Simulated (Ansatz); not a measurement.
Relaxed TiSi$_{2}$ (C49 type, space group Cmcm):

```xyz
6
Lattice="1.7633 -6.7584 0.0000 1.7633 6.7584 0.0000 0.0000 0.0000 3.5652" Properties=species:S:1:pos:R:3 pbc="T T T"
Si     1.7633    -5.9699     2.6739
Si     1.7633     5.9699     0.8913
Si     1.7633     3.3752     2.6739
Si     1.7633    -3.3752     0.8913
Ti     1.7633    -1.3949     2.6739
Ti     1.7633     1.3949     0.8913
```

In this cell atom 1 (Si, nearest neighbour Si at 2.380 Å; its periodic images, 3.5 Å or more away, move with it) is moved by s along Cartesian [110], unit vector (0.707, 0.707, 0.000); all other atoms and the cell stay fixed.

Calculation: r2SCAN (plane waves to 500 eV, PAW, scalar-relativistic; Ansatz, a program for electronic structure). k mesh 11×11×11 (Γ-centred), Fermi-Dirac smearing 0.05 eV. Energies are smeared free energies. With partly filled bands, energies and forces of such displacements shift with the k mesh and the smearing. This is one of several known forms of TiSi2; the measured ambient cells at hand have space group No. 70. TiSi2 is run without spin polarisation. TiSi2 was relaxed with its symmetry unable to fall. ΔE is measured from the undisplaced structure. The last digit holds for this mesh only.

| s (Å) | ΔE (meV/cell) |
|---|---|
| -0.480 | 1075.9 |
| -0.384 | 677.4 |
| -0.288 | 377.0 |
| -0.192 | 166.4 |
| -0.096 | 41.4 |
| 0.000 | 0.0 |
| 0.096 | 41.2 |
| 0.192 | 163.3 |
| 0.288 | 363.6 |
| 0.384 | 638.5 |
| 0.480 | withheld |

### Question
Fit a polynomial form (powers 2, 3, 4) to the given rows and predict ΔE at s = 0.480.

### Answer
Least squares on the 10 given rows: ΔE = (4429)·s² + (-347.7)·s³ + (301.2)·s⁴, in meV/cell with s in Å; root-mean-square residual 1.36 meV/cell. At 0.480 the fit gives 998.0 meV/cell; the calculation gives 983.5 meV/cell, so the extrapolation is off by 14.5 (+1.5 %). The quadratic term alone would give 1020.4 meV/cell.

(A displaced cell: forces are minus the slopes of the energy, force constants its curvatures, and phonons follow from these.)
